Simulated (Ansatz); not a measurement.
YbIr2 (cubic Laves (MgCu2 type), Fd-3m), DFT-PBE in the program Ansatz with PAW potentials, all energies at zero smearing, with the estimated change up to a 700 eV cutoff added, with one set of potentials and settings (totals compare only within such a set). Cell of 6 atoms (2 Yb, 4 Ir): -75334.941 eV.

```tsv
element	reference phase	E (eV/atom)
Yb	Fm-3m, 1 atoms in the cell	-13795.0278
Ir	Fm-3m, 1 atoms in the cell	-11935.3137
```

Formation energy per atom, worked out: (-75334.941 − 2×(-13795.0278) − 4×(-11935.3137))/6 = -0.605 eV/atom (-58 kJ per mol of atoms), at 0 K, without zero-point energy or fitted corrections.

The workflow started from an entry of the Crystallography Open Database (COD). Its standing as an ambient phase is unchecked. The cell was relaxed with PBE under the symmetry of its start; whether a distortion lowers the energy is not shown. Magnetic state: ferromagnetic, the only order run, not a proven ground state. Caveat: open 4f shells can settle in a state that is not the lowest. No Hubbard U is applied. The references are the lowest solids computed at this level, not always the standard phases. Scalar-relativistic: spin–orbit coupling is off unless named, which matters more the heavier the elements.

Potentials: the later of the program's two PAW sets.
